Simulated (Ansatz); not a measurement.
# SrC2 (R-3m), stationary points along a deformation path

Method: Ansatz 0.2.0, DFT PBEsol, scalar-relativistic, plane waves, PAW. Settings: plane waves to 420 eV, k-mesh 9×9×9 (Γ-centred), Gaussian smearing 0.05 eV. No spin polarisation. Energies are free energies at this smearing, counted from the undisturbed cell; pressure is positive in compression.

The starting cell (as given, not relaxed at this level; it stands at -3.0 GPa, and it needn't be the usual structure):

```yaml
crystal:
  lattice:
    - [2.51733, 1.45338, 2.30666]
    - [-2.51733, 1.45338, 2.30666]
    - [0.00000, -2.90676, 2.30666]
  atoms:
    - { symbol: Sr, position: [0.00000, 0.00000, 0.00000] }
    - { symbol: C, position: [0.59156, 0.59156, 0.59156] }
    - { symbol: C, position: [0.40844, 0.40844, 0.40844] }
```

At fixed volume and fractional coordinates, lengths along (0.000, 0.000, 1.000) are scaled against those across it; ρ is that ratio over its starting value. V = 16.878 Å³/atom. Δσ is the stress along the axis less the mean stress across it (compression positive).

| ρ | ΔE (meV/atom) | Δσ (GPa) | space group |
| --- | --- | --- | --- |
| 0.800 | 742.4 | 108.15 | R-3m |
| 0.850 | 364.4 | 70.53 | R-3m |
| 0.920 | 86.8 | 31.14 | R-3m |
| 0.960 | 19.9 | 14.08 | R-3m |
| 1.000 | 0.0 | 0.17 | R-3m |
| 1.050 | 23.9 | -13.60 | R-3m |
| 1.100 | 86.1 | -24.12 | R-3m |
| 1.200 | 279.5 | -38.03 | R-3m |
| 1.300 | 516.6 | -45.62 | R-3m |

Task: How does the stress give the slope of the energy, and where is the energy stationary?

Result: Along the path d ln(length) is 2/3 d ln ρ on the axis and −1/3 d ln ρ across it, so dE/d ln ρ = −(2/3) V Δσ: the energy falls with ρ where Δσ is positive. Δσ vanishes or changes sign between ρ = 1.000 and 1.050, a minimum (near 1.00 by linear interpolation). Pairs of stationary points between two samples would go unseen, and could change a minimum read from distant neighbours into a maximum.

Task: Integrate that slope from ρ = 1 to 1.200 by the trapezoid rule.

Result: With V/N in Å³ and 1 eV/Å³ = 160.2 GPa the slopes at ρ = 1.000, 1.050, 1.100, 1.200 are -12, 955, 1694, 2671 meV/atom per unit of ln ρ. The steps add 23.0 + 61.6 + 189.9 = 274.5 meV/atom, against 279.5 from the energies; the trapezoid rule misses the curvature of the slope within each step.

Forces appear on the atoms along this scan, and letting them relax would lower the energy and soften the response.